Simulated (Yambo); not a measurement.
Yambo run on MgO (rock salt, space group Fm-3m, No. 225). The wavefunctions come from this Quantum ESPRESSO step (LDA, PseudoDojo standard norm-conserving files, scalar-relativistic):

```
&CONTROL
  calculation = 'nscf'
  pseudo_dir = './pseudo'
  outdir = './out'
/
&SYSTEM
  ibrav = 0
  nat = 2
  ntyp = 2
  ecutwfc = 84.0
  ecutrho = 336.0
  occupations = 'fixed'
  force_symmorphic = .true.
  nbnd = 74
/
&ELECTRONS
  conv_thr = 2e-09
  diago_full_acc = .true.
  diago_thr_init = 1e-08
/
ATOMIC_SPECIES
O 15.9990 O.upf
Mg 24.3050 Mg.upf
CELL_PARAMETERS angstrom
  0.000000000000   2.079906398000   2.079906398000
  2.079906398000   0.000000000000   2.079906398000
  2.079906398000   2.079906398000   0.000000000000
ATOMIC_POSITIONS crystal
O   0.500000000000   0.500000000000   0.500000000000
Mg   0.000000000000   0.000000000000   0.000000000000
K_POINTS automatic
6 6 6 0 0 0
```

Yambo input:

```
rim_cut
gw0
dyson
el_el_corr
HF_and_locXC
ppa
em1d
RandQpts= 1000000
RandGvec= 1 Ry
EXXRLvcs= 84 Ry
VXCRLvcs= 336 Ry
Chimod= "HARTREE"
% BndsRnXp
 2 | 71 |
%
NGsBlkXp= 14 Ry
% LongDrXp
 1.0 | 1.0 | 1.0 |
%
PPAPntXp= 27.2114 eV
% GbndRnge
 1 | 71 |
%
GTermKind= "BG"
DysSolver= "n"
ExtendOut
% QPkrange
 1 | 1 | 8 | 9 |
 4 | 4 | 8 | 9 |
%
```

k points by index: 1 = Γ, 4 = L.

Table of the .qp output:

```
#    K-point    Band    Eo [eV]    E [eV]    E-Eo [eV]    Vxc [eV]    Vnlxc [eV]    Sc|Eo [eV]    Sc|E [eV]    dSc/dw|Eo [eV]    Re(Z)    Im(Z)
#
    1    8    0.000000    -1.551810    -1.551810    -19.99559    -25.58754    3.662471    4.040144    -6.622181    0.804271    -0.001010
    1    9    5.065488    6.328068    1.262580    -14.30387    -9.293288    -3.525451    -3.748003    -4.796248    0.850152    -0.764643E-3
    4    8    -0.692114    -2.327110    -1.634995    -19.24781    -25.06572    3.782459    4.182908    -6.664285    0.803271    -0.001033
    4    9    8.010683    9.476457    1.465774    -12.23591    -6.562570    -3.965778    -4.207566    -4.488440    0.858407    -0.772270E-3
```
(The two width columns are left out.) Convergence of these settings isn't established.

Geometry relaxed with LDA.
